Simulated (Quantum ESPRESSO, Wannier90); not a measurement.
Wannierisation of SnSe2 (CdI2 type)

```yaml
crystal:
  lattice:
    - [3.84190, 0.00000, 0.00000]
    - [-1.92095, 3.32718, 0.00000]
    - [0.00000, 0.00000, 6.48588]
  atoms:
    - { symbol: Sn, position: [0.00000, 0.00000, 0.00000] }
    - { symbol: Se, position: [0.66667, 0.33333, 0.75710] }
    - { symbol: Se, position: [0.33333, 0.66667, 0.24290] }
```

Cell from Materials Project (mp-665), symmetrised, no further relaxation. COD (Crystallography Open Database) has the formula in 2 space groups, this one among them (matched by group alone). Level: PBEsol, no spin polarisation, no spin-orbit coupling; pw.x of Quantum ESPRESSO at 69 Ry with PseudoDojo potentials, 12×12×6 k-points, Wannier90. Density: 12×12×6 mesh, Gaussian smearing 0.01 Ry. The cell is built of weakly bound layers, chains or molecules, whose nearest atoms lie 4.01 Å apart. Database cells relaxed without dispersion often hold them too far apart, which can enlarge gaps and weakens couplings between them; spacing and stacking were not compared with the measured crystal. Spin-orbit coupling is left out although heavy elements are present.

Energies are relative to the valence-band maximum.

**Bands.** A Kohn-Sham gap of 0.65 eV opens above band 23. 5 filled groups are cut off by gaps; the highest, bands 19–23, spans -4.60 to 0.00 eV and is Se 4p 80 %, Sn 5p 16 %.

**Valence functions.** The best of several starts gives 8 functions with Ω_total = 16.93 Å², 91 % of it gauge-invariant: 6 of 2.20 Å² at 0.90 Å from Se; 2 of 1.88 Å² at 0.40 Å from Se.

**Model.** 12 functions (Sn sp, Se sp) from bands 16-36, frozen to 2.15 eV, reach Ω_I = 15.91 Å² and follow pw.x to 0.5 meV rms (states up to 1.6 eV relative to the valence-band maximum).

**Outer window.** The setting "only the lowest 16 of the kept bands" raises Ω_I to 18.79 Å², as fewer states are left to mix in, and the misfit goes to 0.3 meV.

**Stops.** With the frozen window to 6.15 eV the program stops (More states in the frozen window than target WFs).
